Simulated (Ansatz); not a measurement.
System: ZnSe (zinc blende type), 2 atoms in the cell.

All numbers below come from Ansatz, PBE, all-electron LAPW, point nucleus.

k-mesh 8×8×8 Γ-centred; Fermi–Dirac smearing of 0.1 eV; no spin polarisation.

```
Zn Se
1.0
     0.00000    2.87000    2.87000
     2.87000    0.00000    2.87000
     2.87000    2.87000    0.00000
Zn Se
1 1
Direct
  0.00000 0.00000 0.00000
  0.25000 0.25000 0.25000
```

Q: Is the cell under compression or tension, and by how much?

A: The pressure is -0.19 GPa, so at these settings the cell is stretched and would shrink.
